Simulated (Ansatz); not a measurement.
TiO$_{2}$ (space group Pbcn)

```xyz
12
Lattice="4.5452 0.0000 0.0000 0.0000 5.5137 0.0000 0.0000 0.0000 4.8940" Properties=species:S:1:pos:R:3 pbc="T T T"
Ti     2.2726     3.7257     3.6705
Ti     2.2726     1.7879     1.2235
Ti     0.0000     4.5448     1.2235
Ti     0.0000     0.9689     3.6705
O      3.3129     3.4086     0.3958
O      1.2323     2.1051     4.4982
O      3.5049     4.8619     2.8427
O      1.0403     0.6517     2.0512
O      1.0403     4.8619     4.4982
O      3.5049     0.6517     0.3958
O      1.2323     3.4086     2.0512
O      3.3129     2.1051     2.8427
```

The slice is a (010) plane (indices of the conventional cell) through the point (0.500, 0.676, 0.750) (fractional), spanned by u = [100] and v = [001] in vectors of this cell: u (4.55 Å) and v (4.89 Å, at 90° to u). It covers one period; positions are fractions (u, v).

Computed with r2SCAN (plane waves to 500 eV, PAW, scalar-relativistic; Ansatz, an electronic-structure program). k mesh 6×5×6. These are valence fields of a PAW run, semicore shells included where kept as valence: close to a nucleus they are smooth pseudo fields. TiO2 is run without spin polarisation. TiO2 was relaxed with its symmetry unable to fall.

Three fields on this plane, each scaled to ten steps between its own extremes (0 low, 9 high; the total valence density on a logarithmic scale, the potential cut 8 eV below its top; x marks points blanked near nuclei; v = 0 in the bottom row):

Map A
```
|xxxx410000000026xxx|
|xxx52000000000135xx|
|xx8310000000000111x|
|56410000000000xxx12|
|1210000000000xxxxx1|
|000000011211xxxxxx0|
|000000123432xxxxxx0|
|000001247752xxxxxx0|
|0000012599632xxxx00|
|0000012468864210000|
|000xxxx236995210000|
|00xxxxxx25774210000|
|00xxxxxx23432100000|
|00xxxxxx11211000000|
|11xxxxx000000000012|
|521xxx0000000000146|
|xx1110000000000138x|
|xxx53100000000025xx|
|xxxx620000000014xxx|
|xxxx620000000026xxx|
```

Map B
```
|xxxx001100000000xxx|
|xxx20222100012212xx|
|xx2013321001477522x|
|10002332100489xxx41|
|1000122100279xxxxx6|
|400001100027xxxxxx9|
|500000000015xxxxxx9|
|300000000112xxxxxx8|
|0013431013213xxxx95|
|0158984113311489851|
|059xxxx312310134310|
|38xxxxxx21100000000|
|59xxxxxx51000000000|
|49xxxxxx72000110000|
|16xxxxx972001221000|
|114xxx9840012332000|
|xx2257741001233102x|
|xxx21221000122202xx|
|xxxx000000001100xxx|
|xxxx100000000001xxx|
```

Map C
```
|xxxx016899998610xxx|
|xxx00378999986300xx|
|xx0015789999864000x|
|00014678888875xxx00|
|1135677766664xxxxx1|
|566777643333xxxxxx4|
|788776410000xxxxxx6|
|888875200000xxxxxx7|
|9998640000000xxxx78|
|9986530000000035689|
|987xxxx000000046899|
|87xxxxxx00000257888|
|76xxxxxx00001467788|
|54xxxxxx33334677766|
|11xxxxx466667776531|
|000xxx5788888764100|
|xx0004689999875100x|
|xxx00368999987300xx|
|xxxx016899998610xxx|
|xxxx015899998510xxx|
```

Assign the maps to these fields: density of the lowest conduction band (whole band as if filled, smooth part); electron localisation function (ELF); electrostatic potential energy of an electron, from the cell's mean.

A is the density of the lowest conduction band (whole band as if filled, smooth part); B is the electron localisation function (ELF); C is the electrostatic potential energy of an electron, from the cell's mean.
